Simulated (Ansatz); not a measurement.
Relaxed candidate structures of IrO2:

A. Pbcn (No. 60), oP12; a = 4.237 Å, b = 5.605 Å, c = 5.249 Å, α = β = γ = 90.00°; Ir 4c (0.000, 0.642, 0.250); O 8d (0.238, 0.387, 0.080); non-magnetic

B. P4₂/mnm (No. 136), tP6, rutile type; a = b = 4.472 Å, c = 3.154 Å, α = β = γ = 90.00°; Ir 2a (0.000, 0.000, 0.000); O 4f (0.309, 0.309, 0.000); non-magnetic

C. I4₁/amd, origin choice 1 (No. 141), tI12, anatase type; a = 3.8748 Å, b = 3.8748 Å, c = 9.5938 Å, α = 90.00°, β = 90.00°, γ = 90.00°; O 8e (0.000, 0.000, 0.211); Ir 4a (0.000, 0.000, 0.000); non-magnetic

D. P6₄22 (No. 181), hP9; a = 4.7800 Å, b = 4.7800 Å, c = 7.8260 Å, α = 90.00°, β = 90.00°, γ = 120.00°; Ir 3d (0.500, 0.000, 0.500); O 6i (0.312, 0.624, 0.000); non-magnetic

**Question.** Put the candidates in order of energy per atom, lowest first, for PBEsol (plane waves to 420 eV, PAW, scalar-relativistic; Ansatz, a quantum-chemistry and plane-wave program).

**Answer.** B (reference, the lowest among the structures calculated here), A (+0.09 eV/atom), C (+0.30 eV/atom), D (+0.42 eV/atom)

1 run with a doubtful electronic state, a coarser numerical grid, an end not at rest or a source that can't be used is left out. 4 generated cells of layers, chains or molecules, poorly bound without dispersion, are left out. Each run could gain symmetry but not lose that of its start, so entries can be saddle points. From databases, or of a type measured for this composition: P4₂/mnm, tP6, rutile type, non-magnetic; the others are generated cells (placed on structure types, drawn at random, substituted or restacked) that were not matched to a known phase here. Each structure is listed in the lowest spin state found for it. Static energies at zero pressure. No spin polarisation in the result. The d or f electrons are treated with no Hubbard U.
